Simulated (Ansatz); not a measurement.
### Question
Each is relaxed and computed with the program Ansatz at the r²SCAN level (PAW). Which is the only metal?
A) TiO2, anatase
B) Ti3InC, anti-perovskite
C) NbInO4, P2/c (Nb on 2e, In on 2f, O on 4g, O on 4g)
D) SiC, zinc blende

### Answer
B, Ti3InC, anti-perovskite. Ti3InC: metal; NbInO4: gap 3.77 eV (indirect); SiC: gap 1.71 eV (indirect); TiO2: gap 2.53 eV (indirect). Standing as an ambient phase not checked: Ti3InC, anti-perovskite; NbInO4, P2/c (Nb on 2e, In on 2f, O on 4g, O on 4g). All cells were relaxed under the symmetry of their starts (and spin orders); stability against distortions was not tested throughout. Rows with no word on spin ran without spin polarisation. Scalar-relativistic: spin–orbit coupling is off unless named, which matters more the heavier the elements.

Potentials: the earlier of the program's two PAW sets.
